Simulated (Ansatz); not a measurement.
input.yaml (Ansatz)

```yaml
crystal:
  lattice:
    - [3.2733347749, 0.0, 0.0]
    - [-1.6366673874, 2.8347910701, 0.0]
    - [0.0, 0.0, 5.3292037878]
  atoms:
    - { symbol: In, position: [0.3333333333, 0.6666666667, 0.25] }
    - { symbol: In, position: [0.6666666667, 0.3333333333, 0.75] }
hamiltonian:
  xc: lda
  pseudopotentials:
    kind: paw
    azcp:
      In: "pseudopotentials/In.paw.azcp"
basis:
  ecutwfc: 420
  fft_grid_basis: typed
kpoints:
  mp_grid: { grid: [12, 12, 7], shift: [0, 0, 0] }
magnetization:
  spin_polarized: false
scf:
  occupations: { method: fermi_dirac, width: 0.1 }
  lower_state_search: "off"
output:
  stress: true
  write_density: true
  write_potential: true
  elf: true
  volumetric_format: npy
```

Output

```
Warning: the record states the generating functional pbe (its physics header spells it `PBE`), which answers neither for hamiltonian.xc's functional nor for the lda family's — results may be inconsistent (PPs are generated against a specific XC)
Engine: ansatz 0.2.0, aarch64-unknown-linux-gnu
Pseudopotentials: kind: paw
Pseudopotential: In, paw, valence charge 13, recommended cutoff 420 eV (normal) 
Functional definition: SPW92
  exchange = slater_x
  correlation = pw_c
Crystal: 2 atoms, lattice volume = 49.451 Å³
Basis set: ecut = 420 eV, 989 PW (Γ)
Bands: 17, of which v1, the nominal top of the filled ones, is band 13 counted from 1 (12 counted from 0)
Symmetry: 24 space group operations
Space group: P63/mmc (ITA 194), of the structure as read, at distance tolerance 3.7e-5 Å
k-points: 76 of 1008
Non-local potential: In, projectors of the file, l = 0: 2, l = 1: 2, l = 2: 2, l = 3: 2
PAW form: soft (Blöchl's): semilocal exchange-correlation on the pseudo side does not see the compensation charge
PAW frozen core: In, regenerated for the run's functional, and the local potential with it (the file was generated under x = pbe(κ = 0.804, μ = 0.2195149727645171), c = pbe(β = 0.06672455060314922))
PAW one-centre angular grid: In, 590 points (default); XC on 64 Gauss nodes
Initial density: superposition of atomic densities (neutral atoms: chi_scale 0, normalization atom), corrected by the library's trained network
Initial wavefunctions: pseudopotential atomic-orbital guess
Functional: x = slater, c = lda
SCF iter   1: F=—  HF=-10914.329770 eV  |F-HF|=—  |Δ(HF+E_count)|=         —  Δρ=7.70e-3  dr2=1.66e-2  ethr=1.77e-3  ⟨swp⟩=5.7  Hψ=6444  notcnv=0
SCF iter   2: F=—  HF=-10914.321760 eV  |F-HF|=—  |Δ(HF+E_count)|=   8.01e-3  Δρ=3.32e-3  dr2=3.13e-3  ethr=6.38e-5  ⟨swp⟩=2.1  Hψ=2768  notcnv=0
SCF iter   3: F=—  HF=-10914.320635 eV  |F-HF|=—  |Δ(HF+E_count)|=   1.12e-3  Δρ=4.29e-4  dr2=1.08e-4  ethr=1.20e-5  ⟨swp⟩=2.0  Hψ=2051  notcnv=0
SCF iter   4: F=—  HF=-10914.320619 eV  |F-HF|=—  |Δ(HF+E_count)|=   1.62e-5  Δρ=2.13e-4  dr2=1.74e-5  ethr=4.15e-7  ⟨swp⟩=2.0  Hψ=2239  notcnv=0
SCF iter   5: F=—  HF=-10914.320614 eV  |F-HF|=—  |Δ(HF+E_count)|=   4.74e-6  Δρ=1.09e-4  dr2=4.12e-6  ethr=6.70e-8  ⟨swp⟩=2.0  Hψ=2276  notcnv=0
SCF iter   6: F=—  HF=-10914.320612 eV  |F-HF|=—  |Δ(HF+E_count)|=   1.97e-6  Δρ=1.73e-5  dr2=1.25e-7  ethr=1.59e-8  ⟨swp⟩=2.0  Hψ=2059  notcnv=0
SCF iter   7: F=-10914.320612 eV  HF=-10914.320612 eV  |F-HF|=2.12e-9  |Δ(HF+E_count)|=   5.30e-8  Δρ=2.57e-6  dr2=3.16e-9  ethr=3.85e-10  ⟨swp⟩=8.5  Hψ=8705  notcnv=0
SCF 1 converged in 7 iterations: F = -10914.320612 eV  dr2 = 3.16e-9
SCF converged after 7 iterations
Free energy (F): -10914.320612 eV
Harris-Foulkes:  -10914.320612 eV  (|F-HF|=2.12e-9)
Internal energy: -10914.294890 eV  (E = F + TS)
E sigma→0 (E₀):  -10914.307751 eV
Entropy (-TS):   -0.025722 eV (-12.861 meV/atom)
Fermi energy:    10.714834 eV
--- Per-component energies (eV) ---
  E_band       = -35.052453
  E_kinetic    = 485.440393
  E_local      = -2086.842437  (includes V_loc(G=0)·N_el)
  E_nonlocal   = 738.401875
  E_hartree    = 815.093937
  E_xc         = -429.033300
  E_vxc        = -204.331967  (∫ρ·V_xc dr)
  E_paw        = -8025.362468  (= ΣΔE_a)
  E_vpaw       = -597.905672  (= ΣTr[D̂ρ^β])
  E_aug_tail   = 0.000051  (compensation charges beyond the density's cutoff)
  E_ewald      = -2412.562015
  E_core_change = 0.569073  (= ΣΔE_core)
  E_smearing   = -0.025722  (= −TS)
  E_closure    = -0.000000  (closes the sum)
  Σ components = -10914.320612   (vs F -10914.320612, Δ=0.00e0)
--- Stress (GPa, compression-positive) ---
        0.283574       0.000000       0.000000
        0.000000       0.283574       0.000000
        0.000000       0.000000      -0.526240
  P = ⅓ Tr σ = 0.0136 GPa (0.136 kbar)
--- Band table (eV; the first three rows and the last of 76) ---
  k-point 0: bands = ["-3.9906", "-3.8964", "-3.8650", "-3.8650", "-3.8296", "-3.8296", "-3.7642", "-3.7642", "-3.5329", "-3.5329", "0.7239", "6.3084", "7.1110", "19.2925", "19.2925", "21.2618", "21.2618"]
  k-point 1: bands = ["-3.9838", "-3.8983", "-3.8761", "-3.8761", "-3.8369", "-3.8369", "-3.7398", "-3.7398", "-3.5387", "-3.5387", "0.8410", "5.0712", "8.5772", "19.3944", "19.3944", "20.2829", "21.2104"]
  k-point 2: bands = ["-3.9656", "-3.9054", "-3.8891", "-3.8891", "-3.8552", "-3.8552", "-3.6898", "-3.6898", "-3.5573", "-3.5573", "1.1958", "3.7416", "10.5910", "17.7640", "19.6880", "19.6880", "21.0122"]
  k-point 75: bands = ["-3.9619", "-3.9619", "-3.8640", "-3.7677", "-3.7254", "-3.7254", "-3.7023", "-3.6974", "-3.5255", "-3.5255", "8.1176", "8.1176", "9.3951", "9.3951", "9.8580", "10.6727", "18.2298"]
```
